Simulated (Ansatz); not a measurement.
ZnSe:
```yaml
crystal:
  lattice:
    - [0.00000, 2.83300, 2.83300]
    - [2.83300, 0.00000, 2.83300]
    - [2.83300, 2.83300, 0.00000]
  atoms:
    - { symbol: Zn, position: [0.00000, 0.00000, 0.00000] }
    - { symbol: Se, position: [0.25000, 0.25000, 0.25000] }
```

Relaxed with r²SCAN.

Map the electron localisation function on the plane through (0.000, 0.000, 0.000) spanned by u = [1, 0, 0] and v = [-1, 1, 1] in lattice vectors, from r²SCAN (plane waves, PAW; program Ansatz).

x is the fraction of u, y of v (the angle between them is 90°; rows are the nearest grid lines); atoms in the plane: Zn at (0.00, 0.00), Se at (0.50, 0.25).
```
|    ..:=*****=:..    |
|    ..::-===-::..    |
|   .:.....:.....:.   |
|.......       .......|
|......         ......|
|......         ......|
|....             ....|
|                     |
|                     |
|                     |
|        ..:..        |
|      .:-===-:.      |
|    :-+#%%%%%#+-:    |
|   .-*#%%@@@%%#*-.   |
|  .-+#%%@@@@@%%#+-.  |
|  .=*%%%%%#%%%%%*=.  |
| .:+#%%%#===#%%%#+:. |
|.:-*%@@#=. .=#@@%*-:.|
|..-+%@@%+:.:+%@@%+-..|
|..:-#@@@#+=+#@@@#-:..|
|...:=%@@@%#%@@@%=:...|
|   ..-*@@@@@@@*-..   |
|    .:=#%%%%%#=:.    |
|    ..:=*****=:..    |
```
Scale: ten equal steps from 0.000 (start of ' ') to 0.833 (end of '@'), in the order ' .:-=+*#%@'; x runs from 0.000 to 1.00, y from 0.000 (bottom) to 1.00 (top).

The density is the valence pseudo-density with augmentation charge, so density and ELF within about 1 Å of a nucleus are not all-electron values.

Space group F-43m (zinc blende). The cell was relaxed with r²SCAN under the symmetry of its start; phonons on a q-mesh show no instability.

Potentials: the earlier of the program's two PAW sets.
